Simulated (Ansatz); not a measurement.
NaF:
Space group Fm-3m (No. 225); a = b = c = 4.638 Å, α = β = γ = 90.00°

```json
[
 {"atom": "Na", "site": "4a", "symmetry": "m-3m", "x": "0.0000", "y": "0.0000", "z": "0.0000"},
 {"atom": "F", "site": "4b", "symmetry": "m-3m", "x": "0.5000", "y": "0.5000", "z": "0.5000"}
]
```
(The calculation used a cell of 2 atoms; values per cell refer to that cell.)

This is the HSE06-relaxed structure.

### Question
All from HSE06 (plane waves, PAW; program Ansatz), unless another level is named. Predict the band gap.

### Answer
8.46 eV (direct).

### Question
And the valence-band maximum?

### Answer
at Γ.

The cell was relaxed with HSE06 under the symmetry of its start. The hybrid was solved on a coarse mesh, the path and, where they were found, the r²SCAN edge points; its band edges are the extreme levels among these.

Potentials: the later of the program's two PAW sets.
